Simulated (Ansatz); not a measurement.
Level of theory: DFT PBE, scalar-relativistic, plane waves, PAW in Ansatz. Settings: cutoff 420 eV, Γ-centred meshes spaced at most about 0.3 Å⁻¹, and about 0.25 Å⁻¹ or finer for metals (2π included), Gaussian smearing. No spin polarisation in the final relaxations.

Temperature and zero-point effects are left out.

Two forms of TiTe3Se were relaxed alike.

A.

```xyz
5
Lattice="5.2716 0.0000 0.0000 0.0000 5.2716 0.0000 0.0000 0.0000 5.2716" Properties=species:S:1:pos:R:3 pbc="T T T"
Ti    2.6358    2.6358    2.6358
Te    0.0000    2.6358    2.6358
Te    2.6358    0.0000    2.6358
Te    2.6358    2.6358    0.0000
Se    0.0000    0.0000    0.0000
```

B.

```xyz
5
Lattice="4.8212 0.0000 0.0000 0.0000 4.8212 0.0000 0.0000 0.0000 9.4547" Properties=species:S:1:pos:R:3 pbc="T T T"
Ti    2.4106    2.4106    3.9675
Te    2.4106    0.0000    5.2591
Te    0.0000    2.4106    5.2591
Te    2.4106    2.4106    8.6882
Se    2.4106    2.4106    1.6790
```

Question: Which is lower in energy, and by how much?

Answer: B is lower, by 153 meV/atom. A has the antiperovskite type, space group Pm-3m (No. 221), 29.3 Å³/atom and no gap on its mesh; B has space group P4mm (No. 99), 44.0 Å³/atom and no gap. Counting Se or Te atoms around Ti (for each partner element, those within 1.25 times its shortest distance or 1.15 times the sum of covalent radii, where it is the nearest in units of that sum or under 1.3), A has Ti 6 and B has Ti 5. In A, Ti is surrounded by 6 Te at 2.64 Å; around Te lie 2 Ti at 2.64 Å, 4 Se at 3.73 Å and 8 Te at 3.73 Å; around Se lie 12 Te at 3.73 Å (long against covalent radii, as for large ions). In B, Ti is surrounded by 1 Se at 2.29 Å and 4 Te at 2.73 Å; Te on a site of symmetry 2mm has 2 Ti at 2.73 Å; Se has 1 Ti at 2.29 Å and 1 Te at 2.45 Å; 1 more site not described. Both come from invented guesses.

No dispersion correction is applied, so the spacing and binding between layers, chains or molecules are poorly described (P4mm), and this can change margins and order among such cells. Spin–orbit coupling, which can matter for Te, is left out. Cells relaxed within their symmetry can be saddle points.
